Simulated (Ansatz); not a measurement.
## One atom moved over a plane in SbAs

Computed with DFT PBEsol, scalar-relativistic, plane waves, PAW in Ansatz. The runs took a 420 eV cutoff, a Γ-centred 12×12×12 mesh and Gaussian smearing (0.15 eV). No spin polarisation. Energies are free energies at this smearing, counted from the undisturbed cell; pressure is positive in compression.

Reference structure (as given, not relaxed at this level; it stands at -4.1 GPa, and it needn't be the usual structure):

```
Sb As
1.0
     2.01275    1.16206    3.61233
    -2.01275    1.16206    3.61233
     0.00000   -2.32412    3.61233
Sb As
1 1
Cartesian
  0.0000 0.0000 5.4185
  0.0000 0.0000 0.0000
```

Atom 2 (As) is moved by p along (0.707, 0.707, 0.000) and q along (0.000, 0.000, 1.000) (Å), all else fixed. Points are written (p, q).

Energy above the undisturbed cell in eV/cell (a dash: not computed):

```
 p \ q  -0.600  -0.300  0.000  0.300  0.600
-0.600    0.97       ?   0.21   0.58      ?
-0.300    0.27       ?  -0.04      –   0.35
 0.000    0.02   -0.13   0.00  -0.13   0.02
 0.300    0.35       –  -0.04      ?   0.27
 0.600       ?    0.58   0.21      ?   0.97
```

(1) Fill in the withheld energies.

## Answers

(1) (-0.600, -0.300): 0.30; (-0.600, 0.600): 1.69; (-0.300, -0.300): -0.05; (0.300, 0.300): -0.05; (0.600, -0.600): 1.69; (0.600, 0.300): 0.30.